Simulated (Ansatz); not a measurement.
Cu₃Pt:
```cif
data_Cu3Pt
_chemical_formula_sum 'Cu3 Pt1'
_space_group_name_H-M_alt 'Pm-3m'
_space_group_IT_number 221
_space_group_name_Hall '-P 4 2 3'
_cell_length_a 3.68473
_cell_length_b 3.68473
_cell_length_c 3.68473
_cell_angle_alpha 90.000
_cell_angle_beta 90.000
_cell_angle_gamma 90.000
loop_
_atom_site_label
_atom_site_type_symbol
_atom_site_symmetry_multiplicity
_atom_site_Wyckoff_symbol
_atom_site_fract_x
_atom_site_fract_y
_atom_site_fract_z
_atom_site_occupancy
Cu1 Cu 3 c 0.00000 0.50000 0.50000 1
Pt1 Pt 1 a 0.00000 0.00000 0.00000 1
```

This is the r²SCAN-relaxed structure.

**Question.** All from r²SCAN (plane waves, PAW; program Ansatz), unless another level is named. Give the density of states at the Fermi level.

**Answer.** 0.51 states/eV per atom (mean over ±0.08 eV).

**Question.** And the formation energy from the elements (no fitted shifts)?

**Answer.** -0.16 eV/atom.

The first step of the workflow began from a Materials Project structure, measured or hypothetical; the Crystallography Open Database files this formula in space group No. 221, but the cells were not matched. Its standing as an ambient phase is unchecked. The r²SCAN relaxation kept the symmetry of its start; its stability against distortions is not shown here. The run is not spin-polarised. The references are the lowest solids computed at this level, not always the standard phases. Spin–orbit coupling is left out wherever it is not named.

Potentials: the later of the program's two PAW sets.
